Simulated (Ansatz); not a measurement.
NaCl (rock salt), relaxed with HSE06 (Ansatz, a quantum-chemistry and plane-wave program, plane waves, PAW): a = 5.6521 Å, b = 5.6521 Å, c = 5.6521 Å, α = 90.00°, β = 90.00°, γ = 90.00°.

```
Property              Result
--------------------  ------
gap (eV)                6.45
B₀ by P(V) fit (GPa)    25.0
```

### Question
The same phase is relaxed and computed with r²SCAN in the same code. What are the cell and these values now?

### Answer
a = 5.607 Å, b = 5.607 Å, c = 5.607 Å, α = 90.00°, β = 90.00°, γ = 90.00°.

* **gap (eV)**: 5.97
* **B₀ by P(V) fit (GPa)**: 27.5

All cells were relaxed under the symmetry of their starts (and spin orders); stability against distortions was not tested throughout.

Potentials: the earlier of the program's two PAW sets.

Ansatz is a plane-wave DFT program.
